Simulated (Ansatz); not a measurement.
**Fields on a plane of As (A7 type, space group R-3m)**

```
CELL_PARAMETERS angstrom
      1.89173     1.09219     3.36977
     -1.89173     1.09219     3.36977
      0.00000    -2.18438     3.36977
ATOMIC_POSITIONS crystal
  As 0.23028 0.23028 0.23028
  As 0.76972 0.76972 0.76972
```

The slice is a (1 -1 0 2) plane (indices of the conventional cell) through the point (0.770, 0.770, 0.770) (fractional), spanned by u = [1 0 -1] and v = [010] in vectors of this cell: u (3.78 Å) and v (4.02 Å, at 90° to u). It covers one period; positions are fractions (u, v).

Atoms on it: As at (0.50, 0.42), 0.2 Å off the plane; As at (0.00, 0.00). Other atoms lie within 1 Å of the plane.

Computed with PBE-D3(BJ) (plane waves to 420 eV, PAW, scalar-relativistic; Ansatz, an electronic-structure program). k mesh 11×11×11. Inside the PAW spheres the values are not all-electron values, and peaks at nuclei hang on which shells count as valence. As was relaxed with its symmetry unable to fall.

```
|xxxxxxx -*%@@@@@%*- xxxxxx|
|xxxxxxx -*%@@@@@%*- xxxxxx|
|xxxxxxx =#%@@@@@%#= xxxxxx|
|xxxxxx -+#%@@@@@%#+- xxxxx|
|xxxxx .+*%%@@@@@%%*+. xxxx|
|xxxx .=*#%%%%%%%%%#*=. xxx|
|    -=*#############*=-   |
|--=++*###**+++++**###*++=-|
|***####*+=-.   .-=+*####**|
|%%%%%#*+-  xxxxx  -+*#%%%%|
|@@@%%#+- xxxxxxxxx -+#%%@@|
|@@@@%*= xxxxxxxxxxx =*%@@@|
|@@@%#+: xxxxxxxxxxx :+#%@@|
|@@@%#= xxxxxxxxxxxxx =#%@@|
|@@@%*= xxxxxxxxxxxxx =*%@@|
|@@%%*- xxxxxxxxxxxxx -*%%@|
|%%%#*- xxxxxxxxxxxxx -*#%%|
|###*+- xxxxxxxxxxxxx -+*##|
|+++++- xxxxxxxxxxxxx -++++|
|::--=-. xxxxxxxxxxx .-=--:|
|    .::  xxxxxxxxx  ::.   |
|xxxx  ..  xxxxxxx  ..  xxx|
|xxxxx  ::.  xxx  .::  xxxx|
|xxxxxx .---:. .:---. xxxxx|
|xxxxxxx -=+++++++=- xxxxxx|
|xxxxxxx -+*#####*+- xxxxxx|
|xxxxxxx :+#%%%%%#+: xxxxxx|
|xxxxxxx :+#%@@@%#+: xxxxxx|
```
Scale: ten equal steps from -3.00 (start of ' ') to 5.19 (end of '@'), in the order ' .:-=+*#%@'. Values: electrostatic potential energy of an electron, from the cell's mean, in eV. The map has 26 points along u (one character each, u = 0 at the left) and 28 along v (v = 0 in the bottom row). Points within 1 Å of a nucleus are blanked (x), as the pseudised field means little there. Values under -3 eV are set to -3. The zero, the cell's mean, hangs on the PAW cores.

```
|xxxx*%%#*=:.   .:=*#%%*xxx|
|xxx+#%%#*=:     :=*#%%#+xx|
|xx*#%%%#+-.     .-+#%%%#*x|
|##%%@%#*=:.     .:=*#%@%%#|
|@@@@@%#+-:.......:-+#%@@@@|
|@@@@%#*=-:::---:::-=*#%@@@|
|@@@%#*=---=+***+=---=*#%@@|
|%%%#*=--=+*#%%%#*+=--=*#%%|
|#**+=--=+#%@@@@@%#+=--=+**|
|=--::-=+#%@@@@@@@%#+=-::--|
|....:-+#%@@@@@@@@@%#+-:...|
|   .:=*#%@@@%%%@@@%#*=:.  |
|   .-+#%@@%#***#%@@%#+-.  |
|   .=*#%%%#xxxxx#%%%#*=.  |
|  .:=*#%%#+xxxxx+#%%#*=:. |
| ..-+*#%%#xxxxxxx#%%#*+-..|
|.::=+##%%*xxxxxxx*%%##+=::|
|--=+*#%%%#+xxxxx+#%%%#*+=-|
|=++*#%%%%#*=xxx=*#%%%%#*++|
|***#%%@%%%#*+++*#%%%@%%#**|
|**##%@@@%%%##*##%%%@@@%##*|
|####%@@@@%%#####%%@@@@%###|
|**##%%@@@%###*###%@@@%%##*|
|++*#%%%@%%#*****#%%@%%%#*+|
|xx=*#%%%%#*+++++*#%%%%#*=x|
|xxx=*%%%#*+==-==+*#%%%*=xx|
|xxxx*#%##*=-:::-=*##%#*xxx|
|xxxx*#%#*+-:...:-+*#%#*xxx|
```
Scale: ten equal steps from 0.08 (start of ' ') to 0.75 (end of '@'), in the order ' .:-=+*#%@'. Values: electron localisation function (ELF). The map has 26 points along u (one character each, u = 0 at the left) and 28 along v (v = 0 in the bottom row). Points within 0.5 Å of a nucleus are blanked (x), as the pseudised field means little there.
